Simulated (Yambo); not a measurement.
**Optical response of GaAl$_{3}$N$_{4}$**

```xyz
8
Lattice="5.0377 0.0000 0.0000 0.0000 3.1254 0.0000 -0.0034 0.0000 5.4112" Properties=species:S:1:pos:R:3 pbc="T T T"
N      0.5524     0.0000     3.6055
N      0.6171     1.5627     0.9047
N      3.1503     1.5627     4.5524
N      3.1399     0.0000     1.7603
Al     2.5188     1.5627     0.9053
Al     0.0012     1.5627     4.5183
Al     0.0034     0.0000     1.7943
Ga     2.5151     0.0000     3.6049
```

Yambo, RPA with local fields on PBEsol bands; 6×8×6 mesh, 70 bands, 3 Ry local-field block, 0.2 eV broadening; field along y.

```csv
E (eV),Im ε,Re ε,"Im ε, independent particles"
0.0,0.00,4.70,0.00
0.5,0.01,4.71,0.01
1.0,0.03,4.76,0.03
1.5,0.04,4.84,0.04
2.0,0.06,4.97,0.07
2.5,0.10,5.17,0.10
3.0,0.17,5.47,0.17
3.5,0.50,5.86,0.48
4.0,1.08,6.17,1.03
4.5,1.26,6.25,1.19
5.0,1.72,6.59,1.63
5.5,2.23,7.34,2.14
6.0,3.85,7.32,3.78
6.5,4.83,6.68,4.93
7.0,6.57,5.79,7.11
7.5,7.31,3.60,8.08
8.0,6.52,1.76,7.24
8.5,5.36,1.41,6.12
9.0,4.82,1.32,5.68
9.5,4.32,0.70,5.15
10.0,3.92,1.08,4.98
10.5,3.97,1.07,5.29
11.0,3.73,0.87,4.93
11.5,4.02,1.21,5.48
12.0,4.29,0.65,5.28
12.5,4.50,0.09,4.91
13.0,4.04,-1.01,3.72
13.5,3.20,-1.11,2.90
14.0,2.78,-0.87,2.55
14.5,2.77,-1.30,2.26
15.0,2.00,-1.37,1.60
15.5,1.68,-1.18,1.36
16.0,1.45,-1.05,1.17
16.5,1.21,-0.91,1.00
17.0,1.07,-0.82,0.88
17.5,0.83,-0.74,0.68
18.0,0.69,-0.49,0.60
18.5,0.65,-0.40,0.59
19.0,0.58,-0.30,0.53
19.5,0.49,-0.19,0.45
20.0,0.46,-0.10,0.42
```

Structure narrower than a few tenths of an eV can come from the finite k mesh. Convergence of the RPA response with its 6×8×6 mesh was not tested. No excitonic effects at this level.

Spin-orbit coupling is not included.

Geometry of the Materials Project entry, not relaxed at this level.

The structure is a Materials Project entry; no match was found in the copy of COD used, and its stability was not checked.
